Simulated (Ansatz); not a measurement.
# Ansatz 0.2.0, relaxation: As2I

The input file (Ansatz 0.2.0, plane waves):

```yaml
crystal:
  lattice:
    - [4.305028, 0.0, 0.0]
    - [0.0, 4.305028, 0.0]
    - [0.0, 0.0, 8.817279]
  atoms:
    - { symbol: As, position: [0.0, 0.5, 0.33] }
    - { symbol: As, position: [0.5, 0.0, 0.67] }
    - { symbol: As, position: [0.0, 0.0, 0.0] }
    - { symbol: As, position: [0.5, 0.5, 0.0] }
    - { symbol: I, position: [0.0, 0.5, 0.735] }
    - { symbol: I, position: [0.5, 0.0, 0.265] }
  symmetry: { tolerance: 0.0003 }
kpoints:
  mp_grid: { grid: [8, 8, 4], shift: [0, 0, 0] }
magnetization:
  spin_polarized: false
scf:
  occupations: { method: fermi_dirac }
  lower_state_search: "off"
hamiltonian:
  pseudopotentials: { kind: paw }
  xc: r2scan
basis:
  ecutwfc: 500
  fft_grid_basis: typed
relax:
  max_steps: 80
  f_tol: 0.03
output:
  forces: true
  stress: true
  eigenvalues: true
  bader: true
  populations: true
  elf: true
  write_potential: true
  volumetric_format: npy
  dos:
    e_range: [-12, 8]
    de: 0.05
    projected: { site_lists: { As: [As], I: [I] } }
  write_density: true
checkpoint:
  read: saved_state
```

Run with:

```bash
ansatz run input.yaml --threads 2 --pin off --max-ram 2560MiB --backend cpu --events-out ev --progress --plain --runs-dir out
```

Origin of the cell: a known structure type with other elements, at an estimated volume, so it need not be a known compound.

The smearing width isn't typed, so it takes its default of 0.1 eV.

The saved state is a converged single point of the same cell.

Steps:

```tsv
step	ΔF (meV/atom)	max force component (eV/Å)	SCF iterations	step was
1	0.0	1.325	6	accepted
2	-92.2	1.396	6	accepted
3	-191.3	1.295	6	accepted
4	-282.1	0.854	6	accepted
5	-360.9	0.938	7	accepted
6	-442.8	1.529	6	accepted
7	-560.0	1.972	6	accepted
8	-691.0	1.939	7	accepted
9	-801.2	1.338	6	accepted
10	-867.8	0.298	5	accepted
11	-871.6	0.056	5	accepted
12	-871.8	0.010	5	accepted
```

Step 1, with forces in eV/Å:

```xyz
6
Lattice="4.305 0.000 0.000 0.000 4.305 0.000 0.000 0.000 8.817" Properties=species:S:1:pos:R:3:forces:R:3 pbc="T T T" step=1
As    0.000    2.153    2.910    0.000    0.000   -0.293
As    2.153    0.000    5.908    0.000    0.000    0.293
As    0.000    0.000    0.000    0.000    0.000    0.000
As    2.153    2.153    0.000    0.000    0.000    0.000
I     0.000    2.153    6.481    0.000    0.000   -1.325
I     2.153    0.000    2.337    0.000    0.000    1.325
```

Step 2, with forces in eV/Å:

```xyz
6
Lattice="4.305 0.000 0.000 0.000 4.305 0.000 0.000 0.000 8.817" Properties=species:S:1:pos:R:3:forces:R:3 pbc="T T T" step=2
As    0.000    2.153    2.866    0.000    0.000   -0.448
As    2.153    0.000    5.951    0.000    0.000    0.448
As    0.000    0.000    0.000    0.000    0.000    0.000
As    2.153    2.153    0.000    0.000    0.000    0.000
I     0.000    2.153    6.286    0.000    0.000   -1.396
I     2.153    0.000    2.532    0.000    0.000    1.396
```

Step 3, with forces in eV/Å:

```xyz
6
Lattice="4.305 0.000 0.000 0.000 4.305 0.000 0.000 0.000 8.817" Properties=species:S:1:pos:R:3:forces:R:3 pbc="T T T" step=3
As    0.000    2.153    2.808    0.000    0.000   -0.547
As    2.153    0.000    6.009    0.000    0.000    0.547
As    0.000    0.000    0.000    0.000    0.000    0.000
As    2.153    2.153    0.000    0.000    0.000    0.000
I     0.000    2.153    6.091    0.000    0.000   -1.295
I     2.153    0.000    2.726    0.000    0.000    1.295
```

Step 4, with forces in eV/Å:

```xyz
6
Lattice="4.305 0.000 0.000 0.000 4.305 0.000 0.000 0.000 8.817" Properties=species:S:1:pos:R:3:forces:R:3 pbc="T T T" step=4
As    0.000    2.153    2.711    0.000    0.000   -0.608
As    2.153    0.000    6.106    0.000    0.000    0.608
As    0.000    0.000    0.000    0.000    0.000    0.000
As    2.153    2.153    0.000    0.000    0.000    0.000
I     0.000    2.153    5.894    0.000    0.000   -0.854
I     2.153    0.000    2.923    0.000    0.000    0.854
```

Step 5, with forces in eV/Å:

```xyz
6
Lattice="4.305 0.000 0.000 0.000 4.305 0.000 0.000 0.000 8.817" Properties=species:S:1:pos:R:3:forces:R:3 pbc="T T T" step=5
As    0.000    2.153    2.529    0.000    0.000   -0.938
As    2.153    0.000    6.288    0.000    0.000    0.938
As    0.000    0.000    0.000    0.000    0.000    0.000
As    2.153    2.153    0.000    0.000    0.000    0.000
I     0.000    2.153    5.699    0.000    0.000   -0.174
I     2.153    0.000    3.118    0.000    0.000    0.174
```

Step 6, with forces in eV/Å:

```xyz
6
Lattice="4.305 0.000 0.000 0.000 4.305 0.000 0.000 0.000 8.817" Properties=species:S:1:pos:R:3:forces:R:3 pbc="T T T" step=6
As    0.000    2.153    2.334    0.000    0.000   -1.529
As    2.153    0.000    6.483    0.000    0.000    1.529
As    0.000    0.000    0.000    0.000    0.000    0.000
As    2.153    2.153    0.000    0.000    0.000    0.000
I     0.000    2.153    5.648    0.000    0.000   -0.127
I     2.153    0.000    3.170    0.000    0.000    0.127
```

Step 7, with forces in eV/Å:

```xyz
6
Lattice="4.305 0.000 0.000 0.000 4.305 0.000 0.000 0.000 8.817" Properties=species:S:1:pos:R:3:forces:R:3 pbc="T T T" step=7
As    0.000    2.153    2.139    0.000    0.000   -1.972
As    2.153    0.000    6.678    0.000    0.000    1.972
As    0.000    0.000    0.000    0.000    0.000    0.000
As    2.153    2.153    0.000    0.000    0.000    0.000
I     0.000    2.153    5.621    0.000    0.000   -0.129
I     2.153    0.000    3.196    0.000    0.000    0.129
```

Step 8, with forces in eV/Å:

```xyz
6
Lattice="4.305 0.000 0.000 0.000 4.305 0.000 0.000 0.000 8.817" Properties=species:S:1:pos:R:3:forces:R:3 pbc="T T T" step=8
As    0.000    2.153    1.944    0.000    0.000   -1.939
As    2.153    0.000    6.874    0.000    0.000    1.939
As    0.000    0.000    0.000    0.000    0.000    0.000
As    2.153    2.153    0.000    0.000    0.000    0.000
I     0.000    2.153    5.603    0.000    0.000    0.020
I     2.153    0.000    3.214    0.000    0.000   -0.020
```

Step 9, with forces in eV/Å:

```xyz
6
Lattice="4.305 0.000 0.000 0.000 4.305 0.000 0.000 0.000 8.817" Properties=species:S:1:pos:R:3:forces:R:3 pbc="T T T" step=9
As    0.000    2.153    1.749    0.000    0.000   -1.338
As    2.153    0.000    7.068    0.000    0.000    1.338
As    0.000    0.000    0.000    0.000    0.000    0.000
As    2.153    2.153    0.000    0.000    0.000    0.000
I     0.000    2.153    5.608    0.000    0.000    0.274
I     2.153    0.000    3.210    0.000    0.000   -0.274
```

Step 10, with forces in eV/Å:

```xyz
6
Lattice="4.305 0.000 0.000 0.000 4.305 0.000 0.000 0.000 8.817" Properties=species:S:1:pos:R:3:forces:R:3 pbc="T T T" step=10
As    0.000    2.153    1.549    0.000    0.000   -0.298
As    2.153    0.000    7.268    0.000    0.000    0.298
As    0.000    0.000    0.000    0.000    0.000    0.000
As    2.153    2.153    0.000    0.000    0.000    0.000
I     0.000    2.153    5.747    0.000    0.000    0.119
I     2.153    0.000    3.070    0.000    0.000   -0.119
```

Step 11, with forces in eV/Å:

```xyz
6
Lattice="4.305 0.000 0.000 0.000 4.305 0.000 0.000 0.000 8.817" Properties=species:S:1:pos:R:3:forces:R:3 pbc="T T T" step=11
As    0.000    2.153    1.495    0.000    0.000    0.056
As    2.153    0.000    7.322    0.000    0.000   -0.056
As    0.000    0.000    0.000    0.000    0.000    0.000
As    2.153    2.153    0.000    0.000    0.000    0.000
I     0.000    2.153    5.800    0.000    0.000    0.056
I     2.153    0.000    3.018    0.000    0.000   -0.056
```

Step 12, with forces in eV/Å:

```xyz
6
Lattice="4.305 0.000 0.000 0.000 4.305 0.000 0.000 0.000 8.817" Properties=species:S:1:pos:R:3:forces:R:3 pbc="T T T" step=12
As    0.000    2.153    1.499    0.000    0.000   -0.009
As    2.153    0.000    7.319    0.000    0.000    0.009
As    0.000    0.000    0.000    0.000    0.000    0.000
As    2.153    2.153    0.000    0.000    0.000    0.000
I     0.000    2.153    5.822    0.000    0.000   -0.010
I     2.153    0.000    2.995    0.000    0.000    0.010
```

| Quantity | Value |
| --- | --- |
| Free energy lowered by | 871.8 meV/atom |
| Final pressure | 1.50 GPa |
| Relaxation steps listed | 12 |
| Gap on the mesh | none (metal) |

Caveats: no spin-orbit coupling, though heavy elements are present; the SCF threshold is looser than advised for a stress; the relaxation held the start's symmetry, so the end may be a saddle point.

It ran for 6.3 min on 2 threads of Arm Neoverse V1, on a shared host, peak memory 1.1 GiB, from a saved density.
